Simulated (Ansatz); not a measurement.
SiB2W2:
```
SiB2W2
1.0
    1.52658    -5.58450     0.00000
    1.52658     5.58450     0.00000
    0.00000     0.00000     3.12892
Si W B
1 2 2
Direct
  0.00000   0.00000   0.00000
  0.36346   0.63654   0.50000
  0.63654   0.36346   0.50000
  0.20574   0.79426   0.00000
  0.79426   0.20574   0.00000
```

Relaxed with r²SCAN. Special points in fractions of this cell's reciprocal vectors: Γ (0.000, 0.000, 0.000); Y (-0.500, 0.500, 0.000); C0 (-0.269, 0.731, 0.000); Σ0 (0.269, 0.269, 0.000); Z (0.000, 0.000, 0.500); A0 (0.269, 0.269, 0.500); E0 (-0.269, 0.731, 0.500); T (-0.500, 0.500, 0.500); S (0.000, 0.500, 0.000); R (0.000, 0.500, 0.500).

Q: List the band energies nearest the Fermi level at these points for the program Ansatz at the r²SCAN level (PAW).

A: In eV from the Fermi level; about four levels below and three above (degenerate sets whole), none deeper than 8.9 eV; points with the same levels are listed once.

| k | below | above |
|---|---|---|
| Γ | -4.44 -4.37 -0.74 -0.24 | 0.74 1.16 1.31 |
| Y | -4.68 -4.11 -1.63 -0.78 | 0.51 1.45 1.98 |
| C0 | -4.51 -4.26 -0.57 -0.06 | 0.42 1.44 2.99 |
| Z | -2.71 -2.29 -2.00 -0.46 | 0.80 1.23 2.17 |
| A0 | -4.97 -1.28 -0.58 -0.06 | 0.11 3.18 3.27 |
| T | -4.54 -2.06 -1.65 -1.46 | 2.19 2.41 2.75 |
| S | -4.69 -4.46 -4.01 -0.51 | 0.11 0.20 1.12 |
| R | -5.00 -1.25 -0.53 -0.03 | 0.18 3.24 3.28 |

Space group Cmmm. The start of the workflow was typed in or built on a structure type; neither database checked (COD, Materials Project) lists it. Whether it is the stable phase at ambient conditions was not checked. The r²SCAN relaxation kept the symmetry of its start; whether a distortion lowers the energy is not shown. The run is not spin-polarised. Scalar-relativistic: spin–orbit coupling is off unless named, which matters more the heavier the elements.

Potentials: the earlier of the program's two PAW sets.
